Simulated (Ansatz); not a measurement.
Space group Pm-3m (No. 221). a = 3.887 Å, b = 3.887 Å, c = 3.887 Å, α = 90.00°, β = 90.00°, γ = 90.00°
```
atom site symmetry x y z
  Na    1a m-3m  0.0000  0.0000  0.0000
  Mg    1b m-3m  0.5000  0.5000  0.5000
   F    3c    4/mm.m  0.5000  0.5000  0.0000
```

Equation of state of this NaMgF₃ structure (not necessarily the ground state), with shape and atoms relaxed at each volume where symmetry leaves them free. Theory: DFT r2SCAN, scalar-relativistic, plane waves, PAW in Ansatz 0.2.0.

Settings: cutoff 500 eV, Γ-centred mesh 6×6×6 on the computed 5-atom cell, Gaussian smearing of 0.02 eV; no spin polarisation.

```json
{"V (Å³/atom)": "10.339", "E − E(largest V) (meV/atom)": "27.88", "P (GPa)": "13.34", "gap on mesh (eV)": "7.74"}
{"V (Å³/atom)": "10.692", "E − E(largest V) (meV/atom)": "3.25", "P (GPa)": "9.15", "gap on mesh (eV)": "7.55"}
{"V (Å³/atom)": "11.044", "E − E(largest V) (meV/atom)": "-12.86", "P (GPa)": "5.59", "gap on mesh (eV)": "7.38"}
{"V (Å³/atom)": "11.397", "E − E(largest V) (meV/atom)": "-21.77", "P (GPa)": "2.57", "gap on mesh (eV)": "7.22"}
{"V (Å³/atom)": "11.749", "E − E(largest V) (meV/atom)": "-24.50", "P (GPa)": "0.00", "gap on mesh (eV)": "7.07"}
{"V (Å³/atom)": "12.102", "E − E(largest V) (meV/atom)": "-22.02", "P (GPa)": "-2.20", "gap on mesh (eV)": "6.92"}
{"V (Å³/atom)": "12.454", "E − E(largest V) (meV/atom)": "-15.08", "P (GPa)": "-4.07", "gap on mesh (eV)": "6.78"}
{"V (Å³/atom)": "12.924", "E − E(largest V) (meV/atom)": "0.00", "P (GPa)": "-6.14", "gap on mesh (eV)": "6.61"}
```

Question: Fit a third-order Birch–Murnaghan equation to E(V).

Answer: V0 = 11.75 Å³/atom, B0 = 79 GPa, B0' = 4.3.

The gaps are read on the mesh, which can miss the band edges, so they can be too wide.

Symmetry holds off the tilts and polar distortions that many cubic perovskites undergo.

Cost: 8 runs of about 0.86 core-minutes in all, on Arm Neoverse V1 (shared hosts).